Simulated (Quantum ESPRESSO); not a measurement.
# Moving one atom in Si7N

Calculated results; nothing here was measured. They come from pw.x of Quantum ESPRESSO 7.5, a plane-wave density functional program, with PseudoDojo standard norm-conserving files (v0.5 for PBE, v0.4.1 for LDA and PBEsol). The cells are made up: elements, strain and atom displacements were drawn at random, and nothing was relaxed. There is no spin polarisation, spin-orbit coupling or dispersion term.

The cell has 8 sites of a zincblende or diamond lattice. Sites 1 to 4 hold Si Si N Si; sites 5 to 8 hold Si Si Si Si. Cell vectors in Å: (5.369, 0.051, 0.077); (0.051, 5.544, -0.095); (0.077, -0.095, 5.520). Settings: PBE, cutoff 1143 eV, 6 x 6 x 6 k mesh shifted by half a step, Fermi-Dirac smearing of 0.1 eV.

Each run shifts the Si atom on site 7 along y and leaves all else fixed. Site 4 is one of its nearest neighbours. E is the free energy of the cell above the lowest run shown.

| run | shift (Å) | Fy on site 7 (eV/Å) | Fy on site 4 (eV/Å) | P (GPa) | E (meV) |
| --- | --- | --- | --- | --- | --- |
| 1 | -0.1269 | 0.294 | 0.901 | -8.35 | 4.1 |
| 2 | -0.0964 | -0.028 | 1.042 | -8.29 | 0.0 |
| 4 | -0.0207 | -0.850 | 1.414 | -8.07 | 33.1 |
| 5 | 0.0639 | -1.793 | 1.860 | -7.69 | 144.8 |
| 6 | 0.1200 | -2.423 | 2.168 | -7.36 | 263.0 |
| 7 | 0.1588 | -2.855 | 2.383 | -7.11 | 365.4 |
| 3 | -0.0787 | ? | ? | ? | ? |

A rerun of one of these cells at 1437 eV and k mesh 8 x 8 x 8 moved values by no more than 0.009 eV in the cell's energy, 0.03 GPa in stress and 0.006 eV/Å in force.

## Worked fit

A parabola through the six runs shown gives Fy on site 7 = -1.081 - 11.01 u - 1.1 u² eV/Å, with u in Å and a scatter of 0.005 eV/Å. Minus the slope, 11.01 ± 0.10 eV/Å², is this atom's force constant along y at u = 0, with its periodic images moving too. The fitted force vanishes at u = -0.099 Å, where the energy should be lowest along this line. The error is the larger of the fit's own and the change that a cubic makes, rounded up.

## Withheld run

Question: what Fy on site 7 should run 3 give?

The fit gives -0.221 eV/Å. The calculation gave -0.218 eV/Å.

| run | shift (Å) | Fy on site 7 (eV/Å) | Fy on site 4 (eV/Å) | P (GPa) | E (meV) |
| --- | --- | --- | --- | --- | --- |
| 3 | -0.0787 | -0.218 | 1.126 | -8.25 | 2.2 |